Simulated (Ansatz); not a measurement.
An elastic tensor (GPa, Voigt order, standard axes) from plane-wave PAW LDA (Ansatz code):

```
41.6  12.8  15.6   0.0   0.0   0.0
12.8  41.6  15.6   0.0   0.0   0.0
15.6  15.6  22.2   0.0   0.0   0.0
 0.0   0.0   0.0  11.5   0.0   0.0
 0.0   0.0   0.0   0.0  11.5   0.0
 0.0   0.0   0.0   0.0   0.0   4.6
```

### Question
Which compound is it?
A) PbClF, P4/nmm (Pb on 2c, Cl on 2c, F on 2a)
B) YOF, P4/nmm (Y on 2c, O on 2b, F on 2a)
C) BaO2, MoSi2 or CaC2 type
D) AgI, P4/nmm (Ag on 2a, I on 2c)

### Answer
D, AgI, P4/nmm (Ag on 2a, I on 2c)

The first step of the workflow began from a Materials Project structure, measured or hypothetical; the Crystallography Open Database copy checked does not list it. It is not the phase usual at ambient conditions (space group No. 186, 216). The cell was relaxed with LDA under the symmetry of its start; its stability against distortions is not shown here. No spin polarisation was allowed. A crystal of weakly bound layers computed without a dispersion correction: the cell and the soft elastic constants depend strongly on that. Spin–orbit coupling is left out wherever it is not named.

Potentials: the later of the program's two PAW sets.
